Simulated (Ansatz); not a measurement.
The start is a generated cell, TiAl3 placed in the AFLOW prototype AB3_hR8_148_c_f (D0_5, as in BiI3). A full variable-cell relaxation at zero pressure is run with PBEsol (plane waves to 420 eV, PAW, scalar-relativistic; Ansatz, a first-principles code). The first steps use a coarse 7×7×7 k-mesh.

Starting cell:
```
TiAl3
1.0
    2.68424     1.54975     4.93723
   -2.68424     1.54975     4.93723
    0.00000    -3.09950     4.93723
Ti Al
2 6
Direct
  0.33333   0.33333   0.33333
  0.66667   0.66667   0.66667
  0.08800   0.75500   0.42100
  0.42100   0.08800   0.75500
  0.75500   0.42100   0.08800
  0.91200   0.24500   0.57900
  0.57900   0.91200   0.24500
  0.24500   0.57900   0.91200
```

Initial pressure: +34.4 GPa (positive: the cell is compressed)
Largest initial force: 5.11 eV/Å, on Al3, Al4, Al5, Al6, Al7, Al8 (atoms numbered as listed)
Outcome: The space group goes from R-3 (No. 148) to Pm-3m (No. 221); the end is Cu3Au type, with 4 atoms in the primitive cell
Energy released: 1.74 eV/atom
Shortest distances (start → end): The closest pairs of elements (up to four, under 3.6 Å), start → end: Al–Ti 2.21 → 2.79 Å; Al–Al 2.94 → 2.79 Å; Ti–Ti 3.10 → 3.95 Å
Band gap at the end: no gap (metallic)
Optimiser moves: 11

Relaxed structure:

Space group Pm-3m (No. 221); a = 3.949 Å, b = 3.949 Å, c = 3.949 Å, α = 90.00°, β = 90.00°, γ = 90.00°

```csv
atom,site,symmetry,x,y,z
Ti,1b,m-3m,0.5000,0.5000,0.5000
Al,3d,4/mm.m,0.0000,0.0000,0.5000
```

Final values are on a 12×12×12 k-mesh of the relaxed cell. No spin polarisation in the result.

The run could not lose the symmetry of its start.

The first start was generated by placing the elements on the sites of a structure type. Materials Project lists a structure of TiAl3 in the same space group, Pm-3m (No. 221); the sites were not compared with it, nor with measured phases. Known forms of TiAl3 include space group No. 139.
